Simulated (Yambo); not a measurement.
AlAs (zinc blende, space group F-43m, No. 216), G0W0@LDA (Yambo, plasmon pole, terminator in G, 4×4×4 mesh): gap Γ → X in eV by bands and screening block.

```json
[
 {"bands (W and G)": "23", "2 Ry": "2.16", "4 Ry": "___", "6 Ry": "2.30", "8 Ry": "2.33", "10 Ry": "2.33"},
 {"bands (W and G)": "37", "2 Ry": "___", "4 Ry": "2.25", "6 Ry": "2.29", "8 Ry": "2.32", "10 Ry": "2.33"},
 {"bands (W and G)": "56", "2 Ry": "2.10", "4 Ry": "2.26", "6 Ry": "2.30", "8 Ry": "___", "10 Ry": "2.37"},
 {"bands (W and G)": "78", "2 Ry": "2.09", "4 Ry": "2.27", "6 Ry": "2.31", "8 Ry": "2.37", "10 Ry": "2.39"},
 {"bands (W and G)": "104", "2 Ry": "2.09", "4 Ry": "2.27", "6 Ry": "2.32", "8 Ry": "2.39", "10 Ry": "2.41"}
]
```

Task: Estimate the withheld gaps from their neighbours; the computed values follow.

Result: 
- 23, 4 Ry: 2.28
- 37, 2 Ry: 2.11
- 56, 8 Ry: 2.35

The largest settings aren't shown to be the converged limit.

The standard potential for As keeps a d shell in the valence without the s and p states of that shell. In tests on such compounds this moved G0W0 gaps by up to about 0.9 eV, so absolute quasiparticle energies here are unreliable; differences between settings are what counts.

Spin-orbit coupling is not included.

Geometry relaxed with LDA; primitive cell a = b = c = 3.9764 Å, α = β = γ = 60.00°.
